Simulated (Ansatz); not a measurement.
InMo₃C:
```
InMo3C
1.0
    4.17240     0.00000     0.00000
    0.00000     4.17240     0.00000
    0.00000     0.00000     4.17240
In Mo C
1 3 1
Direct
  0.00000   0.00000   0.00000
  0.00000   0.50000   0.50000
  0.50000   0.00000   0.50000
  0.50000   0.50000   0.00000
  0.50000   0.50000   0.50000
```

Relaxed with PBEsol. Special points in fractions of this cell's reciprocal vectors: Γ (0.000, 0.000, 0.000); X (0.000, 0.500, 0.000); M (0.500, 0.500, 0.000); R (0.500, 0.500, 0.500).

Question: List the band energies nearest the Fermi level at these points for DFT-PBEsol in the program Ansatz with PAW potentials.

Answer: In eV from the Fermi level; about four levels below and three above (degenerate sets whole), none deeper than 8.9 eV; points with the same levels are listed once.

| k | below | above |
|---|---|---|
| Γ | -3.07 -3.07 -2.04 -2.04 -2.04 | 0.40 0.40 0.40 |
| X | -3.03 -3.03 -1.54 -0.75 -0.31 | 0.25 0.25 0.61 |
| M | -1.22 -1.22 -1.21 -1.21 | 0.07 0.48 0.91 |
| R | -1.27 -1.27 -1.27 -1.08 -1.08 -1.08 | 1.06 1.06 2.91 2.91 2.91 |

Space group Pm-3m (anti-perovskite). The start of the workflow was typed in or built on a structure type; neither database checked (COD, Materials Project) lists it. Its standing as an ambient phase is unchecked. The cell was relaxed with PBEsol under the symmetry of its start; its stability against distortions is not shown here. No spin polarisation was allowed. Scalar-relativistic: spin–orbit coupling is off unless named, which matters more the heavier the elements.

Potentials: the earlier of the program's two PAW sets. The files were generated under PBE; for other functionals the program regenerates the frozen cores, and for LDA and PBEsol the local potential too.
